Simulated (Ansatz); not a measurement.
MgBr2:
```
CELL_PARAMETERS angstrom
      3.83616     0.00000     0.00000
     -1.91808     3.32221     0.00000
      0.00000     0.00000    32.00000
ATOMIC_POSITIONS crystal
  Br 0.66667 0.33333 0.54686
  Mg 0.00000 0.00000 0.50000
  Br 0.33333 0.66667 0.45314
```
Free-standing layer in the xy plane with vacuum along z and no interaction between images.

In-plane strain on the r²SCAN+D4-relaxed layer, atoms relaxed; plane-wave PAW r²SCAN+D4 (Ansatz code). Band edges on the k-mesh, from the upper vacuum level. Strained cells keep their symmetry and size, so buckling under compression is not allowed; words on stability below refer to the unstrained layer.

| strain x / y (%) | ΔE (meV/atom) | tension xx (N/m) | tension yy (N/m) | thickness (Å) | VBM (eV) | CBM (eV) |
|---|---|---|---|---|---|---|
| -4 / -4 | 23.0 | -2.38 | -2.38 | 3.10 | -7.44 | -1.57 |
| -2 / -2 | 5.5 | -1.08 | -1.08 | 3.05 | -7.61 | -1.76 |
| -1 / 0 | 0.5 | -0.41 | -0.10 | 3.01 | -7.70 | -1.92 |
| 0 / 0 | 0.0 | 0.00 | 0.00 | 3.00 | -7.76 | -1.98 |
| 1 / 0 | 0.5 | 0.37 | 0.09 | 2.99 | -7.77 | -2.03 |
| 2 / 2 | 4.9 | 0.88 | 0.88 | 2.95 | -7.88 | -2.19 |
| 4 / 4 | 18.6 | 1.61 | 1.61 | 2.89 | -7.94 | -2.39 |

Space group P-3m1 (1T). The layer was cut from a bulk entry of the Materials Project (measured or hypothetical); whether that bulk phase is the ambient one, and whether the layer has been isolated, was not checked. The r²SCAN+D4 relaxation kept the symmetry of its start; whether a distortion lowers the energy is not shown. Scalar-relativistic: spin–orbit coupling is off unless named, which matters more the heavier the elements.

Potentials: the later of the program's two PAW sets.

Edges and masses are those of Kohn–Sham bands, whose gap is no quasiparticle gap.
